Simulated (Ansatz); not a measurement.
NaCl:
```yaml
crystal:
  lattice:
    - [0.00000, 2.80387, 2.80387]
    - [2.80387, 0.00000, 2.80387]
    - [2.80387, 2.80387, 0.00000]
  atoms:
    - { symbol: Na, position: [0.00000, 0.00000, 0.00000] }
    - { symbol: Cl, position: [0.50000, 0.50000, 0.50000] }
```

Relaxed with r²SCAN.

Map the valence electron density (e/Å³), cut off at 2 on the plane through (0.000, 0.000, 0.000) spanned by u = [1, 0, 0] and v = [0, 1, -1] in lattice vectors, from DFT-r²SCAN in the program Ansatz with PAW potentials.

x is the fraction of u, y of v (the angle between them is 90°; rows are the nearest grid lines); atoms in the plane: Na at (0.00, 0.00), Cl at (0.50, 0.50).
```
|@@@@.           .@@@@|
|@@@%.           .%@@@|
|@@@-             -@@@|
|@%-.             .-%@|
|..      .....      ..|
|      ..:::::..      |
|     ..:=+++=:..     |
|     .:=*%%%*=:.     |
|    .:=*%%#%%*=:.    |
|    .:+%%=.=%%+:.    |
|    .:+%#. .#%+:.    |
|    .:+%%=.=%%+:.    |
|    .:=*%%#%%*=:.    |
|     .:=*%%%*=:.     |
|     ..:=+++=:..     |
|      ..:::::..      |
|..      .....      ..|
|@%-.             .-%@|
|@@@-             -@@@|
|@@@%.           .%@@@|
|@@@@.           .@@@@|
```
Scale: ten equal steps from 0.000 (start of ' ') to 2.00 (end of '@'), in the order ' .:-=+*#%@'; x runs from 0.000 to 1.00, y from 0.000 (bottom) to 1.00 (top).

The density is the valence pseudo-density with augmentation charge, so density and ELF within about 1 Å of a nucleus are not all-electron values.

Space group Fm-3m (rock salt). Symmetry was held in the r²SCAN relaxation.

Potentials: the later of the program's two PAW sets.
